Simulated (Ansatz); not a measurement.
Na (bcc (W type), Im-3m) under volume change, the program Ansatz at the PBE+D3(BJ) level (PAW), scaled uniformly.

```tsv
V (Å³/atom)	E − E(relaxed) (meV/atom)	P (GPa)
30.915	8.8	1.00
31.934	3.7	0.62
32.953	0.9	0.29
33.973	0.0	0.00
34.992	0.8	-0.25
36.011	3.1	-0.47
37.030	6.7	-0.66
```

Problem. What does a third-order Birch–Murnaghan fit give for V₀, B₀ and B′?

Solution. V₀ = 33.97 Å³/atom, B₀ = 8.9 GPa, B′ = 3.6.

Symmetry was held in the PBE+D3(BJ) relaxation. The pairwise dispersion correction was not fitted to metals.

Potentials: the later of the program's two PAW sets.
